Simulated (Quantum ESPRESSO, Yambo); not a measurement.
SrGaSnH (space group P3m1, No. 156) under biaxial strain (along x and y, z relaxed), counted from the cell relaxed with PBEsol, atoms relaxed at each step. PBEsol (Quantum ESPRESSO, PseudoDojo norm-conserving, 80 Ry, no spin-orbit coupling); G0W0 in Yambo (3×3×2 Γ-centred k mesh, 168 bands and a 8 Ry block in the screening, 168 bands in G with the Bruneval-Gonze terminator, plasmon pole fitted at 27.2 eV).

```tsv
strain s (%)	PBEsol direct gap at A (eV)	G0W0 direct gap at A (eV)
-2	0.851	1.447
-1	0.717	1.286
0	0.584	1.125
+1	?	?
+2	0.317	0.798
```

### Question
Fit a parabola in s to each column by least squares and predict the withheld row.

### Answer
PBEsol: E = 0.584 − 0.1335 s + 0.0000 s² (largest residual 0 meV), giving 0.450 eV at s = +1; the run gave 0.450 eV, a miss of 0 meV. G0W0: E = 1.125 − 0.1622 s − 0.0006 s² (largest residual 1 meV), giving 0.962 eV at s = +1; the run gave 0.963 eV, a miss of 1 meV. The GW settings are held fixed; their convergence isn't established. The screening block changes size along the series (237 vectors at -2 %, 237 vectors at -1 %, 237 vectors at +0 %, 237 vectors at +1 %, 225 vectors at +2 %), which puts steps into the G0W0 values. Spin-orbit splittings are left out.

The standard potentials for Ga, Sn keep a d shell in the valence without the s and p states of that shell. In tests on such compounds this moved G0W0 gaps by up to about 0.9 eV, so absolute quasiparticle energies here are unreliable; differences between settings are what counts.
